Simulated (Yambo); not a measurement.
Yambo input for SiC (zinc blende, space group F-43m, No. 216) under isotropic strain of -3 % on all lattice vectors (a = 2.989 Å, b = 2.989 Å, c = 2.989 Å, α = 60.00°, β = 60.00°, γ = 60.00°), on PBEsol (Quantum ESPRESSO, PseudoDojo norm-conserving, 82 Ry, without SOC) wavefunctions on a 16×16×16 mesh:

```
optics
chi
dipoles
kernel
FFTGvecs= 40 Ry
Chimod= "HARTREE"
NGsBlkXd= 4 Ry
% QpntsRXd
 1 | 1 |
%
% BndsRnXd
 1 | 15 |
%
GrFnTpXd= "R"
% EnRngeXd
 0.0 | 20.0 | eV
%
% DmRngeXd
 0.2 | 0.2 | eV
%
CGrdSpXd= 50
ETStpsXd= 161
% LongDrXd
 1.0 | 0.0 | 0.0 |
%
% XfnQP_E
 1.232 | 1.0 | 1.0 |
%
```

First lines of the file o-*.eps_q1_inv_rpa_dyson:

```
Absorption @ Q(1):   1.00000000     0.00000000     0.00000000    [q->0 direction]
#
# [ X ] Hartree size     :  27
# [GEN] GF Energies     : Perdew, Burke & Ernzerhof SOL(X)+Perdew, Burke & Ernzerhof SOL(C)+ user defined corrections @E
# [GEN] Green`s Function     : Retarded
#
# [GEN] Gauge     : Length
# [GEN] [r,Vnl] included     : yes
#
#    E[1] [eV]     Im(eps)     Re(eps)     Im(eps_o)     Re(eps_o)
#
     0.000000     0.50424E-15     5.892517     -0.40617E-17     6.271446
     0.125000     0.002955     5.893438     0.003302     6.272475
     0.250000     0.005918     5.896204     0.006612     6.275565
     0.375000     0.008896     5.900821     0.009941     6.280724
     0.500000     0.011900     5.907303     0.013298     6.287967
     0.625000     0.014936     5.915668     0.016692     6.297315
     0.750000     0.018013     5.925937     0.020134     6.308792
     0.875000     0.021141     5.938141     0.023633     6.322432
     1.000000     0.024329     5.952313     0.027200     6.338274
     1.125000     0.027587     5.968493     0.030847     6.356363
     1.250000     0.030925     5.986727     0.034585     6.376753
     1.375000     0.034355     6.007070     0.038428     6.399505
     1.500000     0.037888     6.029582     0.042389     6.424686
     1.625000     0.041538     6.054330     0.046483     6.452376
     1.750000     0.045319     6.081392     0.050726     6.482661
     1.875000     0.049245     6.110853     0.055136     6.515639
     2.000000     0.053335     6.142808     0.059731     6.551420
     2.125000     0.057606     6.177365     0.064535     6.590125
     2.250000     0.062079     6.214642     0.069569     6.631890
     2.375000     0.066777     6.254770     0.074861     6.676865
     2.500000     0.071727     6.297897     0.080440     6.725219
     2.625000     0.076956     6.344187     0.086338     6.777138
     2.750000     0.082497     6.393822     0.092595     6.832833
     2.875000     0.088389     6.447006     0.099253     6.892536
     3.000000     0.094673     6.503969     0.106360     6.956510
     3.125000     0.101399     6.564966     0.113975     7.025049
     3.250000     0.108624     6.630286     0.122161     7.098484
     3.375000     0.116415     6.700257     0.130997     7.177190
     3.500000     0.124850     6.775248     0.140573     7.261591
     3.625000     0.134023     6.855682     0.150997     7.352173
     3.750000     0.144046     6.942042     0.162397     7.449492
     3.875000     0.155054     7.034885     0.174929     7.554187
     4.000000     0.167212     7.134859     0.188785     7.667003
```
(The file goes on to the top of the energy range.) Convergence of the RPA response with its 16×16×16 mesh was not tested. The scissor comes from a G0W0 run whose convergence isn't established.

Geometry strained from the cell relaxed with PBEsol, atoms relaxed again.
